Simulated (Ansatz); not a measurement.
SiO2:
```xyz
9
Lattice="3.9788 2.2971 2.6163 -3.9788 2.2971 2.6163 0.0000 -4.5943 2.6163" Properties=species:S:1:pos:R:3 pbc="T T T"
Si     1.7135     0.0000     3.9245
Si    -0.8567     1.4839     3.9245
Si    -0.8567    -1.4839     3.9245
O     -1.5153     0.0000     3.9245
O      0.7577    -1.3123     3.9245
O      0.7577     1.3123     3.9245
O     -1.3287    -2.2930     2.6163
O      2.6501    -0.0042     2.6163
O     -1.3214     2.2971     2.6163
```

Cartesian axes are those of the cell as given.

Q: Give the high-frequency dielectric tensor and the Born effective charge tensors of the independent atoms from DFPT, r²SCAN in the plane-wave PAW code Ansatz.

A: 
ε∞:
```
2.03  0.00  0.00
0.00  2.03  0.00
0.00  0.00  2.08
```
Z* of atom 1 (Si), rows: field, columns: displacement, in e:
```
3.54  0.00  0.00
0.00  2.71  0.56
0.00  0.10  3.36
```
Z* of atom 4 (O), rows: field, columns: displacement, in e:
```
-1.16   0.00   0.00
 0.00  -2.47  -0.01
 0.00  -0.09  -1.00
```
Z* of atom 7 (O), rows: field, columns: displacement, in e:
```
-1.46  -0.27  -0.87
-0.27  -1.16  -0.50
-0.78  -0.45  -2.36
```

Static charges for comparison (Bader): Si1 +3.36, O4 -1.68, O7 -1.68 e. Born charges measure polarisation by displacement and can exceed these by far.

Space group R32. The first step of the workflow began from a Materials Project structure, measured or hypothetical; the Crystallography Open Database copy checked does not list it. It is not the phase usual at ambient conditions (space group No. 92, 152, 154). The cell was relaxed with r²SCAN under the symmetry of its start; phonons show weakly imaginary modes.

Potentials: the earlier of the program's two PAW sets.
